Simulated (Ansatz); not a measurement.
Two inputs for FeGe

This input was run with Ansatz:

```yaml
crystal:
  lattice:
    - [4.689, 0.0, 0.0]
    - [0.0, 4.689, 0.0]
    - [0.0, 0.0, 4.689]
  atoms:
    - { symbol: Fe, position: [0.135, 0.135, 0.135], spin: 3.0 }
    - { symbol: Fe, position: [0.365, 0.865, 0.635], spin: 3.0 }
    - { symbol: Fe, position: [0.635, 0.365, 0.865], spin: 3.0 }
    - { symbol: Fe, position: [0.865, 0.635, 0.365], spin: 3.0 }
    - { symbol: Ge, position: [0.842, 0.842, 0.842] }
    - { symbol: Ge, position: [0.658, 0.158, 0.342] }
    - { symbol: Ge, position: [0.342, 0.658, 0.158] }
    - { symbol: Ge, position: [0.158, 0.342, 0.658] }
magnetization:
  spin_polarized: true
kpoints:
  mp_grid: { grid: [7, 7, 7] }
scf:
  occupations: { method: fermi_dirac, width: 0.05 }
hamiltonian:
  xc: rpbe
  pseudopotentials: { kind: paw, source: jth }
output:
  forces: true
  stress: true
  populations: true
  efg:
    quadrupole_moments_barn: { Fe: 0.16, Ge: -0.196 }
    contact_densities: true
```

The quadrupole moment typed for Fe is that of the 14.4 keV Mössbauer state of ⁵⁷Fe; the ground state has I = 1/2 and no quadrupole moment.

It converged. Of its output the block on the nuclei alone is shown, without the SCF iterations, energies, forces and stress (one atom of each set):

```
--- PAW observables at the nuclei: V_zz in 10²¹ V/m², potentials from the cell's mean, atoms counted from 1 ---
  atom   1  Fe V_zz =    -0.514945   η = 0.0000   by run symmetry: allowed   C_q = -1.9922 MHz
            electrostatic potential = -3209.609636 V   contact ρ = 102196.817174 e/Å³   contact ρ_s (e/Å³): all electrons -1.687114, valence +1.979188
  atom   5  Ge V_zz =    -8.269038   η = 0.0000   by run symmetry: allowed   C_q = +39.1891 MHz
            electrostatic potential = -4324.517566 V   contact ρ = 215267.217208 e/Å³   contact ρ_s (e/Å³): all electrons -1.609906, valence -1.550788
```

(1) Can these gradients be trusted, and how do they compare with a run on standard settings?

Answers

(1) As results of these settings, within the limits told below. Against the standard input the change is `hamiltonian.xc`: pbe → rpbe; `hamiltonian.pseudopotentials`: {kind: paw} → {kind: paw, source: jth}. A site carries the number of its first atom; V_zz in 10²¹ V/m².

```tsv
site	V_zz standard	η standard	V_zz here	η here
Fe	-0.37	0.00	-0.51	0.00
Ge	-8.20	0.00	-8.27	0.00
```

The largest change of V_zz is on Fe, from -0.37 to -0.51. In per cent, |V_zz| changes by +1 on Ge (all sites that start above 2). The cutoff that the program takes moves with it, from 420 to 1320 eV. The changed run reads another set of PAW files. SCF iterations: 14 and 12. New warnings: radial quadrature taken.

On the reference run: With no gap above 0.1 eV, as in a metal, the gradients converge slowly in k; expect changes of a tenth or more on a denser mesh. With these PAW files V_zz is typically within 2 to 3 % of all-electron values, but misses above 10 % occur on Fe. The run lost most of its start moments on Fe; a state with other moments may lie lower. The magnetic order is the one that the run reached from its start moments, not necessarily the measured one.
